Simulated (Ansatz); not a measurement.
Input, command and steps of an Ansatz relaxation.

```yaml
crystal:
  lattice:
    - [6.6171843589, 0.0, 0.0]
    - [0.0, 6.6171843589, 0.0]
    - [0.0, 0.0, 6.6171843589]
  atoms:
    - { symbol: Zr, position: [0.0, 0.0, 0.0] }
    - { symbol: Zr, position: [0.5, 0.0, 0.5] }
    - { symbol: Zr, position: [0.5, 0.5, 0.0] }
    - { symbol: Zr, position: [0.0, 0.5, 0.5] }
    - { symbol: Se, position: [0.6118, 0.6118, 0.6118] }
    - { symbol: Se, position: [0.8882, 0.3882, 0.1118] }
    - { symbol: Se, position: [0.1118, 0.8882, 0.3882] }
    - { symbol: Se, position: [0.3882, 0.1118, 0.8882] }
    - { symbol: S, position: [0.3882, 0.3882, 0.3882] }
    - { symbol: S, position: [0.1118, 0.6118, 0.8882] }
    - { symbol: S, position: [0.8882, 0.1118, 0.6118] }
    - { symbol: S, position: [0.6118, 0.8882, 0.1118] }
basis:
  ecutwfc: 500
kpoints:
  mp_grid: { grid: [4, 4, 4] }
hamiltonian:
  xc: r2scan
scf:
  occupations: { method: gaussian, width: 0.1 }
  lower_state_search: "off"
output:
  forces: true
  stress: true
  eigenvalues: true
relax:
  adjacent_minimum: "off"
  f_tol: 0.04
  max_steps: 70
  cell: { stress_tol: 0.4 }
```

```bash
ansatz run input.yaml --threads 1 --pin off --max-ram 2560MiB --backend cpu --events-out ev --progress --plain --runs-dir out
```

All numbers below come from Ansatz 0.2.0, DFT r2SCAN, scalar-relativistic, plane waves, PAW.

Of 12 frames 10 are shown, positions in Å and forces in eV/Å; the SCF threshold varies from step to step. Steps run on the plane waves of an earlier cell, with a Pulay correction in the pressure. The basis is chosen afresh for the last frame, the zero of the energies, and at times for earlier ones too; energy and pressure step there, also at an unchanged geometry.

```xyz
12
Lattice="6.6172 0.0000 0.0000 0.0000 6.6172 0.0000 0.0000 0.0000 6.6172" Properties=species:S:1:pos:R:3:forces:R:3 pbc="T T T" step=1 free_energy_over_end_meV_per_atom=435.85 pressure_GPa=-5.96
Zr    0.0000    0.0000    0.0000   -0.4653   -0.4653   -0.4653
Zr    3.3086    0.0000    3.3086    0.4653    0.4653   -0.4653
Zr    3.3086    3.3086    0.0000   -0.4653    0.4653    0.4653
Zr    0.0000    3.3086    3.3086    0.4653   -0.4653    0.4653
Se    4.0484    4.0484    4.0484    1.1638    1.1638    1.1638
Se    5.8774    2.5688    0.7398   -1.1638   -1.1638    1.1638
Se    0.7398    5.8774    2.5688    1.1638   -1.1638   -1.1638
Se    2.5688    0.7398    5.8774   -1.1638    1.1638   -1.1638
S     2.5688    2.5688    2.5688   -1.3725   -1.3725   -1.3725
S     0.7398    4.0484    5.8774    1.3725    1.3725   -1.3725
S     5.8774    0.7398    4.0484   -1.3725    1.3725    1.3725
S     4.0484    5.8774    0.7398    1.3725   -1.3725    1.3725
12
Lattice="6.3723 0.0000 0.0000 0.0000 6.3723 0.0000 0.0000 0.0000 6.3723" Properties=species:S:1:pos:R:3:forces:R:3 pbc="T T T" step=2 free_energy_over_end_meV_per_atom=200.97 pressure_GPa=3.99
Zr   -0.0519   -0.0519   -0.0519   -0.2682   -0.2682   -0.2682
Zr    3.2381    0.0519    3.1342    0.2682    0.2682   -0.2682
Zr    3.1342    3.2381    0.0519   -0.2682    0.2682    0.2682
Zr    0.0519    3.1342    3.2381    0.2682   -0.2682    0.2682
Se    3.9824    3.9824    3.9824    0.6679    0.6679    0.6679
Se    5.5761    2.3899    0.7962   -0.6679   -0.6679    0.6679
Se    0.7962    5.5761    2.3899    0.6679   -0.6679   -0.6679
Se    2.3899    0.7962    5.5761   -0.6679    0.6679   -0.6679
S     2.3667    2.3667    2.3667   -0.6039   -0.6039   -0.6039
S     0.8195    4.0056    5.5529    0.6039    0.6039   -0.6039
S     5.5529    0.8195    4.0056   -0.6039    0.6039    0.6039
S     4.0056    5.5529    0.8195    0.6039   -0.6039    0.6039
12
Lattice="6.4553 0.0000 0.0000 0.0000 6.4553 0.0000 0.0000 0.0000 6.4553" Properties=species:S:1:pos:R:3:forces:R:3 pbc="T T T" step=3 free_energy_over_end_meV_per_atom=114.76 pressure_GPa=0.42
Zr   -0.0813   -0.0813   -0.0813   -0.2460   -0.2460   -0.2460
Zr    3.3089    0.0813    3.1464    0.2460    0.2460   -0.2460
Zr    3.1464    3.3089    0.0813   -0.2460    0.2460    0.2460
Zr    0.0813    3.1464    3.3089    0.2460   -0.2460    0.2460
Se    4.1439    4.1439    4.1439    0.2483    0.2483    0.2483
Se    5.5390    2.3114    0.9163   -0.2483   -0.2483    0.2483
Se    0.9163    5.5390    2.3114    0.2483   -0.2483   -0.2483
Se    2.3114    0.9163    5.5390   -0.2483    0.2483   -0.2483
S     2.3521    2.3521    2.3521   -0.2982   -0.2982   -0.2982
S     0.8755    4.1031    5.5798    0.2982    0.2982   -0.2982
S     5.5798    0.8755    4.1031   -0.2982    0.2982    0.2982
S     4.1031    5.5798    0.8755    0.2982   -0.2982    0.2982
12
Lattice="6.4864 0.0000 0.0000 0.0000 6.4864 0.0000 0.0000 0.0000 6.4864" Properties=species:S:1:pos:R:3:forces:R:3 pbc="T T T" step=5 free_energy_over_end_meV_per_atom=67.61 pressure_GPa=0.07
Zr   -0.1750   -0.1750   -0.1750   -0.1318   -0.1318   -0.1318
Zr    3.4182    0.1750    3.0682    0.1318    0.1318   -0.1318
Zr    3.0682    3.4182    0.1750   -0.1318    0.1318    0.1318
Zr    0.1750    3.0682    3.4182    0.1318   -0.1318    0.1318
Se    4.3082    4.3082    4.3082    0.0866    0.0866    0.0866
Se    5.4214    2.1782    1.0650   -0.0866   -0.0866    0.0866
Se    1.0650    5.4214    2.1782    0.0866   -0.0866   -0.0866
Se    2.1782    1.0650    5.4214   -0.0866    0.0866   -0.0866
S     2.2763    2.2763    2.2763   -0.0708   -0.0708   -0.0708
S     0.9669    4.2101    5.5195    0.0708    0.0708   -0.0708
S     5.5195    0.9669    4.2101   -0.0708    0.0708    0.0708
S     4.2101    5.5195    0.9669    0.0708   -0.0708    0.0708
12
Lattice="6.5026 0.0000 0.0000 0.0000 6.5026 0.0000 0.0000 0.0000 6.5026" Properties=species:S:1:pos:R:3:forces:R:3 pbc="T T T" step=6 free_energy_over_end_meV_per_atom=40.81 pressure_GPa=0.73
Zr   -0.2637   -0.2637   -0.2637   -0.0618   -0.0618   -0.0618
Zr    3.5150    0.2637    2.9877    0.0618    0.0618   -0.0618
Zr    2.9877    3.5150    0.2637   -0.0618    0.0618    0.0618
Zr    0.2637    2.9877    3.5150    0.0618   -0.0618    0.0618
Se    4.4297    4.4297    4.4297    0.1158    0.1158    0.1158
Se    5.3242    2.0729    1.1784   -0.1158   -0.1158    0.1158
Se    1.1784    5.3242    2.0729    0.1158   -0.1158   -0.1158
Se    2.0729    1.1784    5.3242   -0.1158    0.1158   -0.1158
S     2.2300    2.2300    2.2300   -0.1207   -0.1207   -0.1207
S     1.0213    4.2726    5.4814    0.1207    0.1207   -0.1207
S     5.4814    1.0213    4.2726   -0.1207    0.1207    0.1207
S     4.2726    5.4814    1.0213    0.1207   -0.1207    0.1207
12
Lattice="6.5348 0.0000 0.0000 0.0000 6.5348 0.0000 0.0000 0.0000 6.5348" Properties=species:S:1:pos:R:3:forces:R:3 pbc="T T T" step=7 free_energy_over_end_meV_per_atom=28.88 pressure_GPa=1.78
Zr   -0.3382   -0.3382   -0.3382    0.2190    0.2190    0.2190
Zr    3.6056    0.3382    2.9292   -0.2190   -0.2190    0.2190
Zr    2.9292    3.6056    0.3382    0.2190   -0.2190   -0.2190
Zr    0.3382    2.9292    3.6056   -0.2190    0.2190   -0.2190
Se    4.5628    4.5628    4.5628   -0.1677   -0.1677   -0.1677
Se    5.2394    1.9720    1.2954    0.1677    0.1677   -0.1677
Se    1.2954    5.2394    1.9720   -0.1677    0.1677    0.1677
Se    1.9720    1.2954    5.2394    0.1677   -0.1677    0.1677
S     2.1789    2.1789    2.1789   -0.2547   -0.2547   -0.2547
S     1.0885    4.3559    5.4463    0.2547    0.2547   -0.2547
S     5.4463    1.0885    4.3559   -0.2547    0.2547    0.2547
S     4.3559    5.4463    1.0885    0.2547   -0.2547    0.2547
12
Lattice="6.5664 0.0000 0.0000 0.0000 6.5664 0.0000 0.0000 0.0000 6.5664" Properties=species:S:1:pos:R:3:forces:R:3 pbc="T T T" step=8 free_energy_over_end_meV_per_atom=16.56 pressure_GPa=-0.69
Zr   -0.3129   -0.3129   -0.3129   -0.0346   -0.0346   -0.0346
Zr    3.5961    0.3129    2.9703    0.0346    0.0346   -0.0346
Zr    2.9703    3.5961    0.3129   -0.0346    0.0346    0.0346
Zr    0.3129    2.9703    3.5961    0.0346   -0.0346    0.0346
Se    4.5861    4.5861    4.5861   -0.0445   -0.0445   -0.0445
Se    5.2634    1.9802    1.3029    0.0445    0.0445   -0.0445
Se    1.3029    5.2634    1.9802   -0.0445    0.0445    0.0445
Se    1.9802    1.3029    5.2634    0.0445   -0.0445    0.0445
S     2.1473    2.1473    2.1473   -0.1699   -0.1699   -0.1699
S     1.1359    4.4191    5.4305    0.1699    0.1699   -0.1699
S     5.4305    1.1359    4.4191   -0.1699    0.1699    0.1699
S     4.4191    5.4305    1.1359    0.1699   -0.1699    0.1699
12
Lattice="6.5220 0.0000 0.0000 0.0000 6.5220 0.0000 0.0000 0.0000 6.5220" Properties=species:S:1:pos:R:3:forces:R:3 pbc="T T T" step=10 free_energy_over_end_meV_per_atom=0.99 pressure_GPa=-0.46
Zr   -0.3410   -0.3410   -0.3410    0.0099    0.0099    0.0099
Zr    3.6020    0.3410    2.9200   -0.0099   -0.0099    0.0099
Zr    2.9200    3.6020    0.3410    0.0099   -0.0099   -0.0099
Zr    0.3410    2.9200    3.6020   -0.0099    0.0099   -0.0099
Se    4.5878    4.5878    4.5878    0.0187    0.0187    0.0187
Se    5.1952    1.9342    1.3268   -0.0187   -0.0187    0.0187
Se    1.3268    5.1952    1.9342    0.0187   -0.0187   -0.0187
Se    1.9342    1.3268    5.1952   -0.0187    0.0187   -0.0187
S     1.9476    1.9476    1.9476    0.0753    0.0753    0.0753
S     1.3134    4.5743    5.2086   -0.0753   -0.0753    0.0753
S     5.2086    1.3134    4.5743    0.0753   -0.0753   -0.0753
S     4.5743    5.2086    1.3134   -0.0753    0.0753   -0.0753
12
Lattice="6.5171 0.0000 0.0000 0.0000 6.5171 0.0000 0.0000 0.0000 6.5171" Properties=species:S:1:pos:R:3:forces:R:3 pbc="T T T" step=11 free_energy_over_end_meV_per_atom=-0.20 pressure_GPa=0.04
Zr   -0.3333   -0.3333   -0.3333    0.0015    0.0015    0.0015
Zr    3.5918    0.3333    2.9253   -0.0015   -0.0015    0.0015
Zr    2.9253    3.5918    0.3333    0.0015   -0.0015   -0.0015
Zr    0.3333    2.9253    3.5918   -0.0015    0.0015   -0.0015
Se    4.5791    4.5791    4.5791   -0.0037   -0.0037   -0.0037
Se    5.1965    1.9380    1.3206    0.0037    0.0037   -0.0037
Se    1.3206    5.1965    1.9380   -0.0037    0.0037    0.0037
Se    1.9380    1.3206    5.1965    0.0037   -0.0037    0.0037
S     1.9761    1.9761    1.9761    0.0007    0.0007    0.0007
S     1.2824    4.5409    5.2347   -0.0007   -0.0007    0.0007
S     5.2347    1.2824    4.5409    0.0007   -0.0007   -0.0007
S     4.5409    5.2347    1.2824   -0.0007    0.0007   -0.0007
12
Lattice="6.5171 0.0000 0.0000 0.0000 6.5171 0.0000 0.0000 0.0000 6.5171" Properties=species:S:1:pos:R:3:forces:R:3 pbc="T T T" step=12 free_energy_over_end_meV_per_atom=0.00 pressure_GPa=0.03
Zr   -0.3333   -0.3333   -0.3333    0.0013    0.0013    0.0013
Zr    3.5918    0.3333    2.9253   -0.0013   -0.0013    0.0013
Zr    2.9253    3.5918    0.3333    0.0013   -0.0013   -0.0013
Zr    0.3333    2.9253    3.5918   -0.0013    0.0013   -0.0013
Se    4.5791    4.5791    4.5791   -0.0036   -0.0036   -0.0036
Se    5.1965    1.9380    1.3206    0.0036    0.0036   -0.0036
Se    1.3206    5.1965    1.9380   -0.0036    0.0036    0.0036
Se    1.9380    1.3206    5.1965    0.0036   -0.0036    0.0036
S     1.9761    1.9761    1.9761    0.0006    0.0006    0.0006
S     1.2824    4.5409    5.2347   -0.0006   -0.0006    0.0006
S     5.2347    1.2824    4.5409    0.0006   -0.0006   -0.0006
S     4.5409    5.2347    1.2824   -0.0006    0.0006   -0.0006
```

The start puts this composition into another compound's structure type, which needn't suit it. At the end the space group is P2_13 (tolerance 0.05 Å).

It took 9.9 min on 1 thread of Arm Neoverse V2, with other jobs on the host, peak memory 1 GiB.

The k mesh is coarse.